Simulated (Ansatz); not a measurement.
SrHfN$_{2}$:
Space group R-3m, hexagonal axes (No. 166); a = b = 3.3200 Å, c = 17.5822 Å, α = β = 90.00°, γ = 120.00°

| atom | site | symmetry | x | y | z |
|---|---|---|---|---|---|
| Sr | 3a | -3m | 0.0000 | 0.0000 | 0.0000 |
| Hf | 3b | -3m | 0.0000 | 0.0000 | 0.5000 |
| N | 6c | 3m | 0.0000 | 0.0000 | 0.2331 |
(The calculation used a cell of 4 atoms; values per cell refer to that cell.)

Relaxed with PBEsol. Plane-wave PAW PBEsol (Ansatz code) gives a gap of 0.17 eV.

**Question.** What gap does HSE06 give on the same cell (Ansatz, PAW)?

**Answer.** 1.16 eV, 0.99 eV more. The hybrid was solved on a coarser mesh and at special points; its gap is the smallest among all of these.

| k | v1 PBEsol | c1 PBEsol | v1 HSE06 | c1 HSE06 |
|---|---|---|---|---|
| Γ | 0.00 | 2.36 | ? | ? |
| T | -0.49 | 3.05 | ? | ? |
| L | -1.22 | 2.22 | -1.35 | 3.33 |
| F | -0.57 | 0.17 | -0.65 | 1.16 |
| S0 | -1.45 | 2.84 | ? | ? |
| H0 | -1.50 | 2.76 | ? | ? |

**Question.** Top valence (v1) and lowest conduction level (c1) in eV from each method's valence maximum (which need not be a listed point): supply the withheld HSE06 values.

**Answer.** 
- T, v1 HSE06: -0.50
- T, c1 HSE06: 4.21
- S0, v1 HSE06: -1.62
- S0, c1 HSE06: 4.03
- Γ, v1 HSE06: 0.00
- Γ, c1 HSE06: 3.55
- H0, v1 HSE06: -1.68
- H0, c1 HSE06: 3.95

Cost on shared cores: the PBEsol run (SCF on a 10×10×10 mesh, then bands and DOS) very roughly 50 core-seconds, the HSE06 run (SCF on 7×7×7, then a few points) roughly 10 core-minutes; the tasks are unlike.

The workflow started from a Materials Project entry (that database holds measured and hypothetical structures alike); the Crystallography Open Database copy checked does not list it. Whether it is the stable phase at ambient conditions was not checked. Symmetry was held in the PBEsol relaxation; its stability against distortions is not shown here. The run is not spin-polarised. Scalar-relativistic: spin–orbit coupling is off unless named, which matters more the heavier the elements.

Potentials: the later of the program's two PAW sets.
